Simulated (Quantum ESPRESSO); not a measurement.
## Al7GaAs8 (finding a planted mistake in a log)

A calculation, not a measurement. The program is pw.x of Quantum ESPRESSO 7.5 (plane-wave density functional theory). The cell is made up: 16 atoms on a doubled zincblende/diamond lattice, with randomly drawn elements, strain and displacements, not relaxed. PseudoDojo standard norm-conserving files (v0.5 for PBE, v0.4.1 for LDA and PBEsol) set the functional; there is no spin polarisation, spin-orbit coupling or dispersion term, and the masses in the input are unused placeholders.

Intended input:

```
&control calculation='scf', pseudo_dir='./dojo.nc.sr.pbe.v0_5.standard.upf', outdir='./o', disk_io='low', tprnfor=.true., tstress=.true. /
&system ibrav=0, nat=16, ntyp=3, nbnd=83, ecutwfc=84.00895049, nosym=.true., tot_charge=0,
 occupations='smearing', smearing='fd', degauss=0.0018374661
/
&electrons conv_thr=7.350e-09, electron_maxstep=60, /
ATOMIC_SPECIES
Al 1.0 Al.upf
As 1.0 As.upf
Ga 1.0 Ga.upf
CELL_PARAMETERS angstrom
5.6203 -0.0141 0.0715
-0.0141 5.6808 0.0499
0.1431 0.0999 11.2193
ATOMIC_POSITIONS angstrom
Al 0.0926 0.086 -0.1343
Al 0.1435 2.9083 2.7628
Al 2.8836 0.1065 2.8697
Al 2.9542 2.787 -0.0185
Ga 0.1394 0.0516 5.6538
Al 0.1733 2.9585 8.3174
Al 2.9972 0.0413 8.4571
Al 2.7831 2.9235 5.6537
As 1.32 1.2704 1.3275
As 1.4991 4.3185 4.3431
As 4.2654 1.4322 4.1556
As 4.2186 4.3216 1.5459
As 1.5632 1.435 7.0157
As 1.3263 4.4405 9.7546
As 4.3705 1.5312 9.9745
As 4.3926 4.0985 7.1157
K_POINTS automatic
4 4 2 1 1 1
```

The log is shortened where brackets say so; the opening notice, blank lines, dates and the lines on written files are dropped, and the path of the files is cut. It prints rydbergs, bohrs and kilobars, and counts compression as positive stress. Where no state is partly filled, the Fermi energy that it prints is only some level between the filled and the empty states on the mesh, and need not lie in the true gap.

Log of the intended run:

```
     Program PWSCF v.7.5
     Parallel version (MPI & OpenMP), running on       4 processor cores
     Number of MPI processes:                 4
     Threads/MPI process:                     1
     [start-up lines left out]
     bravais-lattice index     =            0
     lattice parameter (alat)  =      10.6217  a.u.
     unit-cell volume          =    2416.7068 (a.u.)^3
     number of atoms/cell      =           16
     number of atomic types    =            3
     number of electrons       =       154.00
     number of Kohn-Sham states=           83
     kinetic-energy cutoff     =      84.0090  Ry
     charge density cutoff     =     336.0358  Ry
     scf convergence threshold =      7.3E-09
     mixing beta               =       0.7000
     number of iterations used =            8  plain     mixing
     Exchange-correlation= PBE
                           (   1   4   3   4   0   0   0)
     [axes and pseudopotential details left out]
   Cartesian axes
     site n.     atom                  positions (alat units)
         1        Al     tau(   1) = (   0.0164746   0.0153004  -0.0238935  )
         2        Al     tau(   2) = (   0.0255303   0.5174200   0.4915339  )
         3        Al     tau(   3) = (   0.5130256   0.0189476   0.5105526  )
         4        Al     tau(   4) = (   0.5255861   0.4958393  -0.0032914  )
         5        Ga     tau(   5) = (   0.0248009   0.0091802   1.0058760  )
         6        Al     tau(   6) = (   0.0308321   0.5263511   1.4797610  )
         7        Al     tau(   7) = (   0.5332363   0.0073477   1.5046153  )
         8        Al     tau(   8) = (   0.4951455   0.5201242   1.0058582  )
         9        As     tau(   9) = (   0.2348432   0.2260188   0.2361775  )
        10        As     tau(  10) = (   0.2667071   0.7683108   0.7726874  )
        11        As     tau(  11) = (   0.7588637   0.2548048   0.7393290  )
        12        As     tau(  12) = (   0.7505374   0.7688623   0.2750334  )
        13        As     tau(  13) = (   0.2781112   0.2553030   1.2481736  )
        14        As     tau(  14) = (   0.2359640   0.7900160   1.7354554  )
        15        As     tau(  15) = (   0.7775622   0.2724181   1.7745781  )
        16        As     tau(  16) = (   0.7814940   0.7291702   1.2659648  )
     number of k points=    16  Fermi-Dirac smearing, width (Ry)=  0.0018
                       cart. coord. in units 2pi/alat
        k(    1) = (   0.1237595   0.1229096   0.1225749), wk =   0.1250000
        k(    2) = (   0.1269525   0.1251184  -0.1279812), wk =   0.1250000
     [further k points left out]
     Dense  grid:   251281 G-vectors     FFT dimensions: (  64,  64, 125)
     Estimated max dynamical RAM per process >     657.29 MB
     Estimated total dynamical RAM >       2.39 GB
     Initial potential from superposition of free atoms
     starting charge     153.9783, renormalised to     154.0000
     Starting wfcs are  109 randomized atomic wfcs
     total cpu time spent up to now is       12.7 secs
     per-process dynamical memory:   450.7 Mb
     Self-consistent Calculation
     iteration #  1     ecut=    84.01 Ry     beta= 0.70
     Davidson diagonalization with overlap
     ethr =  1.00E-02,  avg # of iterations =  3.9
     Threshold (ethr) on eigenvalues was too large:
     Diagonalizing with lowered threshold
     Davidson diagonalization with overlap
     ethr =  3.36E-04,  avg # of iterations =  2.6
     total cpu time spent up to now is       65.8 secs
     total energy              =   -1882.74358155 Ry
     estimated scf accuracy    <       0.54573769 Ry
     iteration #  2     ecut=    84.01 Ry     beta= 0.70
     Davidson diagonalization with overlap
     ethr =  3.54E-04,  avg # of iterations =  6.8
     total cpu time spent up to now is       92.8 secs
     total energy              =   -1882.79829731 Ry
     estimated scf accuracy    <       0.14778643 Ry
     [iterations 3 to 10 left out]
     iteration # 11     ecut=    84.01 Ry     beta= 0.70
     Davidson diagonalization with overlap
     ethr =  8.51E-11,  avg # of iterations =  3.8
     total cpu time spent up to now is      322.5 secs
     total energy              =   -1882.85180977 Ry
     estimated scf accuracy    <       0.00000003 Ry
     iteration # 12     ecut=    84.01 Ry     beta= 0.70
     Davidson diagonalization with overlap
     ethr =  1.77E-11,  avg # of iterations =  3.1
     total cpu time spent up to now is      345.0 secs
     End of self-consistent calculation
     [lines on levels left out]
     the Fermi energy is     7.8659 ev
!    total energy              =   -1882.85180977 Ry
     estimated scf accuracy    <          1.7E-09 Ry
     smearing contrib. (-TS)   =      -0.00000000 Ry
     internal energy E=F+TS    =   -1882.85180977 Ry
     The total energy is F=E-TS. E is the sum of the following terms:
     one-electron contribution =   -1182.60735584 Ry
     hartree contribution      =     661.93960923 Ry
     xc contribution           =    -437.52661840 Ry
     ewald contribution        =    -924.65744476 Ry
     convergence has been achieved in  12 iterations
     Forces acting on atoms (cartesian axes, Ry/au):
     atom    1 type  1   force =    -0.07188830   -0.04132976    0.03328267
     atom    2 type  1   force =    -0.01400624   -0.00290453    0.00180745
     atom    3 type  1   force =    -0.03257385   -0.03127521   -0.02985638
     atom    4 type  1   force =    -0.08722491    0.06650002    0.06436629
     atom    5 type  3   force =    -0.04163150    0.00068646   -0.01303975
     atom    6 type  1   force =     0.02614031   -0.07094516    0.05919747
     atom    7 type  1   force =     0.01279480   -0.00673787   -0.00022904
     atom    8 type  1   force =     0.06454449   -0.02981836   -0.00658530
     atom    9 type  2   force =     0.07861717    0.07509917    0.04914345
     atom   10 type  2   force =    -0.01710063    0.01216894   -0.05216008
     atom   11 type  2   force =     0.02914036    0.04072468    0.05936409
     atom   12 type  2   force =     0.01458263   -0.01228514   -0.03696684
     atom   13 type  2   force =    -0.00114224   -0.00404432    0.02253072
     atom   14 type  2   force =     0.08889570   -0.05140870   -0.00055804
     atom   15 type  2   force =     0.02839336   -0.02804718   -0.10114196
     atom   16 type  2   force =    -0.07754115    0.08361696   -0.04915473
     Total force =     0.327415     Total SCF correction =     0.000290
     Computing stress (Cartesian axis) and pressure
          total   stress  (Ry/bohr**3)                   (kbar)     P=       50.43
   0.00034559  -0.00008223   0.00001308           50.84      -12.10        1.92
  -0.00008223   0.00031517   0.00004807          -12.10       46.36        7.07
   0.00001308   0.00004807   0.00036766            1.92        7.07       54.08
     init_run     :     11.75s CPU     12.28s WALL (       1 calls)
     electrons    :    326.99s CPU    332.44s WALL (       1 calls)
     forces       :      4.70s CPU      4.78s WALL (       1 calls)
     stress       :     14.25s CPU     14.55s WALL (       1 calls)
     [timing details left out]
     PWSCF        :   5m58.17s CPU   6m 4.72s WALL
     JOB DONE.
```

A second run was made from an input with one planted mistake. Its log:

```
     Program PWSCF v.7.5
     Parallel version (MPI & OpenMP), running on       4 processor cores
     Number of MPI processes:                 4
     Threads/MPI process:                     1
     [start-up lines left out]
     bravais-lattice index     =            0
     lattice parameter (alat)  =      10.6217  a.u.
     unit-cell volume          =    2416.7068 (a.u.)^3
     number of atoms/cell      =           16
     number of atomic types    =            3
     number of electrons       =       154.00
     number of Kohn-Sham states=          101
     kinetic-energy cutoff     =      84.0090  Ry
     charge density cutoff     =     336.0358  Ry
     scf convergence threshold =      7.3E-09
     mixing beta               =       0.7000
     number of iterations used =            8  plain     mixing
     Exchange-correlation= PBE
                           (   1   4   3   4   0   0   0)
     [axes and pseudopotential details left out]
   Cartesian axes
     site n.     atom                  positions (alat units)
         1        Al     tau(   1) = (   0.0164746   0.0153004  -0.0238935  )
         2        Al     tau(   2) = (   0.0255303   0.5174200   0.4915339  )
         3        Al     tau(   3) = (   0.5130256   0.0189476   0.5105526  )
         4        Al     tau(   4) = (   0.5255861   0.4958393  -0.0032914  )
         5        Ga     tau(   5) = (   0.0248009   0.0091802   1.0058760  )
         6        Al     tau(   6) = (   0.0308321   0.5263511   1.4797610  )
         7        Al     tau(   7) = (   0.5332363   0.0073477   1.5046153  )
         8        Al     tau(   8) = (   0.4951455   0.5201242   1.0058582  )
         9        As     tau(   9) = (   0.2348432   0.2260188   0.2361775  )
        10        As     tau(  10) = (   0.2667071   0.7683108   0.7726874  )
        11        As     tau(  11) = (   0.7588637   0.2548048   0.7393290  )
        12        As     tau(  12) = (   0.7505374   0.7688623   0.2750334  )
        13        As     tau(  13) = (   0.2781112   0.2553030   1.2481736  )
        14        As     tau(  14) = (   0.2359640   0.7900160   1.7354554  )
        15        As     tau(  15) = (   0.7775622   0.2724181   1.7745781  )
        16        As     tau(  16) = (   0.7814940   0.7291702   1.2659648  )
     number of k points=    16  Fermi-Dirac smearing, width (Ry)=  0.0426
                       cart. coord. in units 2pi/alat
        k(    1) = (   0.1237595   0.1229096   0.1225749), wk =   0.1250000
        k(    2) = (   0.1269525   0.1251184  -0.1279812), wk =   0.1250000
     [further k points left out]
     Dense  grid:   251281 G-vectors     FFT dimensions: (  64,  64, 125)
     Estimated max dynamical RAM per process >     735.66 MB
     Estimated total dynamical RAM >       2.69 GB
     Initial potential from superposition of free atoms
     starting charge     153.9783, renormalised to     154.0000
     Starting wfcs are  109 randomized atomic wfcs
     total cpu time spent up to now is       12.2 secs
     per-process dynamical memory:   494.9 Mb
     Self-consistent Calculation
     iteration #  1     ecut=    84.01 Ry     beta= 0.70
     Davidson diagonalization with overlap
     ethr =  1.00E-02,  avg # of iterations =  5.0
     Threshold (ethr) on eigenvalues was too large:
     Diagonalizing with lowered threshold
     Davidson diagonalization with overlap
     ethr =  3.15E-04,  avg # of iterations =  6.7
     total cpu time spent up to now is       86.2 secs
     total energy              =   -1882.82574418 Ry
     estimated scf accuracy    <       0.49885328 Ry
     iteration #  2     ecut=    84.01 Ry     beta= 0.70
     Davidson diagonalization with overlap
     ethr =  3.24E-04,  avg # of iterations =  2.4
     total cpu time spent up to now is      118.1 secs
     total energy              =   -1882.84175702 Ry
     estimated scf accuracy    <       0.20377200 Ry
     [iterations 3 to 10 left out]
     iteration # 11     ecut=    84.01 Ry     beta= 0.70
     Davidson diagonalization with overlap
     ethr =  7.52E-11,  avg # of iterations =  3.4
     total cpu time spent up to now is      416.2 secs
     total energy              =   -1882.92536565 Ry
     estimated scf accuracy    <          7.4E-09 Ry
     iteration # 12     ecut=    84.01 Ry     beta= 0.70
     Davidson diagonalization with overlap
     ethr =  4.78E-12,  avg # of iterations =  4.0
     total cpu time spent up to now is      455.6 secs
     End of self-consistent calculation
     [lines on levels left out]
     the Fermi energy is     7.7359 ev
!    total energy              =   -1882.92536565 Ry
     estimated scf accuracy    <          2.0E-09 Ry
     smearing contrib. (-TS)   =      -0.26460716 Ry
     internal energy E=F+TS    =   -1882.66075848 Ry
     The total energy is F=E-TS. E is the sum of the following terms:
     one-electron contribution =   -1181.74862172 Ry
     hartree contribution      =     661.20260352 Ry
     xc contribution           =    -437.45729552 Ry
     ewald contribution        =    -924.65744476 Ry
     convergence has been achieved in  12 iterations
     Forces acting on atoms (cartesian axes, Ry/au):
     atom    1 type  1   force =    -0.06712824   -0.03778355    0.02680936
     atom    2 type  1   force =    -0.00815408   -0.00102633    0.00333118
     atom    3 type  1   force =    -0.03299276   -0.02620804   -0.02750636
     atom    4 type  1   force =    -0.08288566    0.06646446    0.05863692
     atom    5 type  3   force =    -0.03810393    0.00391303   -0.00928661
     atom    6 type  1   force =     0.02927067   -0.06944954    0.05505669
     atom    7 type  1   force =     0.01494226   -0.00439339   -0.00222043
     atom    8 type  1   force =     0.06140088   -0.02685353   -0.00317235
     atom    9 type  2   force =     0.07265845    0.06948132    0.04891549
     atom   10 type  2   force =    -0.01737817    0.00905934   -0.05217332
     atom   11 type  2   force =     0.02646488    0.03825937    0.05393577
     atom   12 type  2   force =     0.01188531   -0.01188800   -0.03290255
     atom   13 type  2   force =    -0.00071949   -0.00576029    0.02396199
     atom   14 type  2   force =     0.08141138   -0.05072483    0.00042935
     atom   15 type  2   force =     0.02640086   -0.02957637   -0.09491422
     atom   16 type  2   force =    -0.07707236    0.07648636   -0.04890094
     Total force =     0.309221     Total SCF correction =     0.000320
     Computing stress (Cartesian axis) and pressure
          total   stress  (Ry/bohr**3)                   (kbar)     P=       57.10
   0.00038740  -0.00008950   0.00003904           56.99      -13.17        5.74
  -0.00008950   0.00036889   0.00007011          -13.17       54.27       10.31
   0.00003904   0.00007011   0.00040812            5.74       10.31       60.04
     init_run     :     11.48s CPU     11.90s WALL (       1 calls)
     electrons    :    433.69s CPU    443.49s WALL (       1 calls)
     forces       :      9.10s CPU      9.28s WALL (       1 calls)
     stress       :     26.88s CPU     27.22s WALL (       1 calls)
     [timing details left out]
     PWSCF        :   8m 1.57s CPU   8m12.49s WALL
     JOB DONE.
```

Question: what was wrong in the second input?

Answer: the smearing is too wide. The input lines that differ, file-writing options aside:

```
- &system ibrav=0, nat=16, ntyp=3, nbnd=83, ecutwfc=84.00895049, nosym=.true., tot_charge=0,
+ &system ibrav=0, nat=16, ntyp=3, nbnd=101, ecutwfc=84.00895049, nosym=.true., tot_charge=0,
-  occupations='smearing', smearing='fd', degauss=0.0018374661
+  occupations='smearing', smearing='fd', degauss=0.0426292137
```

|  | intended run | run with the mistake |
| --- | --- | --- |
| free energy (eV) | -25617.504 | -25618.505 |
| smearing term -TS (eV) | 0.0000 | -3.6002 |
| pressure (GPa) | 5.04 | 5.71 |
| largest force component (eV/Å) | 2.600 | 2.440 |
| largest change of a force component (eV/Å) |  | 0.192 |
| iterations | 12 | 12 |

For scale, a rerun of the intended cell at a cutoff of 1437 eV and k mesh 6 x 6 x 4 moved values by no more than 0.018 eV in energy, 0.02 GPa in stress and 0.003 eV/Å in force. The number of bands, nbnd, was set by rule from the electron count and the smearing, so it follows the mistake.